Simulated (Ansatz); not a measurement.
The relaxed structure here is a generated cell of ZrSe2: the first start was made by placing the elements on the sites of a structure type, and the end was not matched to a known phase here, so it may be hypothetical. Known forms of ZrSe2 include space group No. 164.

A structure of ZrSe2 relaxed with PBEsol (plane waves to 420 eV, PAW, scalar-relativistic; Ansatz, a quantum-chemistry and plane-wave program); single points at other levels follow on the same geometry (Ansatz, PAW; HSE06 at 420 eV on a 4×4×6 k-mesh; no spin-orbit coupling). Space group Pnnm (No. 58).

```
CELL_PARAMETERS angstrom
      5.91124     0.00000     0.00000
      0.00000     6.67097     0.00000
      0.00000     0.00000     3.74773
ATOMIC_POSITIONS crystal
  Zr 0.50000 0.50000 0.00000
  Zr 0.00000 0.00000 0.50000
  Se 0.73886 0.84643 0.00000
  Se 0.23886 0.65357 0.50000
  Se 0.76114 0.34643 0.50000
  Se 0.26114 0.15357 0.00000
```

```tsv
level	gap (eV)	kind	conduction minimum
PBEsol	0.19	indirect	S
HSE06	…	–	…
```

What belongs in the gaps?


- HSE06, gap (eV): 0.31
- HSE06, conduction minimum: Γ

HSE06 gaps come from a coarse mesh plus a few chosen points, so they may be too large. No spin polarisation in the result.

It was reached from a disturbed copy of a Pnnm (No. 58) cell (AFLOW prototype AB2_oP6_58_a_g (as in Fe2C)), against which it lies under 1 meV/atom.
